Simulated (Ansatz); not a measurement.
# HfHCl3: rattling a relaxed structure

The cell was found from a proposed guess, not taken from experiment.

All numbers below come from DFT PBE, scalar-relativistic, plane waves, PAW in Ansatz 0.2.0. Plane waves to 420 eV, a k mesh through Γ of 4×4×4 on the computed 10-atom cell and Gaussian smearing (0.02 eV); no spin polarisation.

The cell below (10 atoms, space group Pc (No. 7)) is relaxed within its symmetry.

```xyz
10
Lattice="7.3897 0.0000 0.1229 0.0000 8.2645 0.0000 -1.8995 0.0000 5.7987" Properties=species:S:1:pos:R:3 pbc="T T T"
Hf    5.8458    7.3437    4.4843
Hf    6.7956    0.9207    1.5849
H     0.3548    7.7230    0.4620
H    -0.5949    0.5415    3.3613
Cl    0.6303    6.5846    4.6597
Cl    4.5603    5.4176    4.7127
Cl    5.1847    7.2858    1.9903
Cl    1.5801    1.6799    1.7604
Cl    5.5100    2.8469    1.8134
Cl    4.2350    0.9786    4.8896
```

For the test it was strained at random (σ = 1.5 % a component), the atoms were moved at random (σ = 0.10 Å), and all was relaxed again on a coarse 2×2×2 mesh (in the run’s order of axes) with 0.10 eV smearing, with no symmetry imposed.

No dispersion correction is applied, so the spacing and binding between layers, chains or molecules are poorly described. These runs have no spin–orbit coupling, which can matter for Hf.

Problem. Is the structure stable against such a distortion?

Solution. It returns, within 1 meV/atom of the unmoved cell on that mesh and with the same symmetry when read at 0.1 Å (P1 at 0.01 Å, so small strains and shifts remain). No instability shows in this cell; modes of other wave vectors, which need another repeat, aren't tested.
